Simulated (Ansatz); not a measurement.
AlRu (CsCl type)

```xyz
2
Lattice="2.9825 0.0000 0.0000 0.0000 2.9825 0.0000 0.0000 0.0000 2.9825" Properties=species:S:1:pos:R:3 pbc="T T T"
Al     0.0000     0.0000     0.0000
Ru     1.4913     1.4913     1.4913
```

Grid over V/V₀ and (c/a)/(c/a)₀, subscript 0 meaning the relaxed cell; the conventional c axis lies along z; no internal relaxation.

The numbers are results of r2SCAN (plane waves to 500 eV, PAW, scalar-relativistic; Ansatz, a program for electronic structure), not measurements. k mesh 16×16×16 (Γ-centred), Fermi-Dirac smearing 0.05 eV. Energies are smeared free energies. With partly filled bands, the response to shear is sensitive to the k mesh, so small differences along c/a are uncertain. AlRu is run without spin polarisation. AlRu was relaxed with its symmetry unable to fall. The last digit holds for this mesh only.

Changes of ΔE (kJ/mol of atoms) from the point V/V₀ = 1.000, (c/a)/(c/a)₀ = 1.000 when one coordinate moves alone (two changes are said to add if the coupling is within 5 % of the smaller one, nearly so within 20 %):

```tsv
point	change
V/V₀ = 1.000, (c/a)/(c/a)₀ = 0.920	3.73
V/V₀ = 1.000, (c/a)/(c/a)₀ = 0.947	1.56
V/V₀ = 1.000, (c/a)/(c/a)₀ = 0.973	0.37
V/V₀ = 0.920, (c/a)/(c/a)₀ = 1.000	6.55
V/V₀ = 0.947, (c/a)/(c/a)₀ = 1.000	2.77
V/V₀ = 0.973, (c/a)/(c/a)₀ = 1.000	0.66
V/V₀ = 1.027, (c/a)/(c/a)₀ = 1.000	0.60
V/V₀ = 1.053, (c/a)/(c/a)₀ = 1.000	2.29
V/V₀ = 1.080, (c/a)/(c/a)₀ = 1.000	4.92
V/V₀ = 1.000, (c/a)/(c/a)₀ = 1.027	0.34
V/V₀ = 1.000, (c/a)/(c/a)₀ = 1.053	1.31
V/V₀ = 1.000, (c/a)/(c/a)₀ = 1.080	2.84
```

Problem. Do the two effects add at V/V₀ = 0.947, (c/a)/(c/a)₀ = 1.053? Give the computed change.

Solution. The sum of the single changes is 2.77 + (1.31) = 4.08; the calculation gives 4.21, so the coupling contributes 0.13 (under 20 % of the smaller single change, nearly additive).

Problem. Do the two effects add at V/V₀ = 0.920, (c/a)/(c/a)₀ = 0.947? Give the computed change.

Solution. The sum of the single changes is 6.55 + (1.56) = 8.11; the calculation gives 8.36, so the coupling contributes 0.25 (under 20 % of the smaller single change, nearly additive).

(Under strain, the slope of the energy per volume gives the stress and its curvature an elastic modulus.)
